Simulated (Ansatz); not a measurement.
According to the program Ansatz at the PBE level (PAW), Ca in the diamond structure (Fd-3m) relaxes to a = 8.618 Å. Ca has 4 nearest neighbours from 3.73 Å (tetrahedral).

Electronic character: metallic (no gap).

An equation-of-state fit gives a bulk modulus of 4.1 GPa.

The start of the workflow was typed in or built on a structure type; neither database checked (COD, Materials Project) lists it. It is not the phase usual at ambient conditions (space group No. 225). The PBE relaxation kept the symmetry of its start; whether a distortion lowers the energy is not shown. The volume moved by 16 % from the start of the relaxation.

Potentials: the later of the program's two PAW sets.
